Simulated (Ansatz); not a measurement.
The guess for Si4O was made by a generator: random cell by space group and Wyckoff sites (Pmmm, No. 47). Its size is a rough estimate.

```
Si O
1.0
     3.76915    0.00000    0.00000
     0.00000    3.97113    0.00000
     0.00000    0.00000    5.32321
Si O
4 1
Direct
  0.50000 0.19859 0.00000
  0.50000 0.80141 0.00000
  0.00000 0.50000 0.69787
  0.00000 0.50000 0.30213
  0.00000 0.00000 0.00000
```

All numbers below come from DFT PBE, scalar-relativistic, plane waves, PAW (Ansatz 0.2.0). Cutoff 420 eV, Gaussian smearing, Γ-centred meshes. Cell and atoms relax first on a coarse mesh and then on a finer one. In between, the cell is made exact in the group found at 0.06 Å. In metals the finer mesh still leaves noise of several meV/atom or more. The steps can't lower the symmetry of their start. No spin polarisation in the relaxation; trial moments died out in a coarse test.

A guess keeps its type if space group and coordination stay and the shape of the cell changes little (axis ratios within about 15 %, angles within 6°); the volume may change.

Question: Does this structure survive the relaxation?

Answer: It doesn't keep its type. The symmetry stays Pmmm (No. 47). The volume per atom grows by 14.4 %, from 15.9 to 18.2 Å³. The shortest distance goes from 1.58 Å (Si–Si) to 2.03 Å (Si–O). Counting neighbours within 15 % of an atom's shortest distance, the start has O 4, Si 1 and the end O 4, Si 2/7. In detail, at the end Si on a site of symmetry mm2 has 2 O at 2.03 Å and 6 Si at 2.56–2.68 Å; around Si on a site of symmetry m2m lie 7 Si at 2.46–2.68 Å; O is surrounded by 4 Si at 2.03 Å.

```
CELL_PARAMETERS angstrom
2.68475 0.00000 0.00000
0.00000 5.58042 0.00000
0.00000 0.00000 6.08409
ATOMIC_POSITIONS crystal
Si 0.50000 0.00000 0.74876
Si 0.50000 0.00000 0.25124
Si 0.00000 0.27996 0.50000
Si 0.00000 0.72004 0.50000
O 0.00000 0.00000 0.00000
```

The last run used a 14×8×8 mesh (in the run's order of axes) for its 5-atom cell and Gaussian smearing of 0.10 eV. Symmetry constrained the relaxation, so the result can be a saddle point. Another cell of Si4O relaxed alike, in I4/mmm, lies 59 meV/atom lower, so this cell isn't the stable form at this level.

In counts of neighbours, a slash parts the counts of unlike sites.
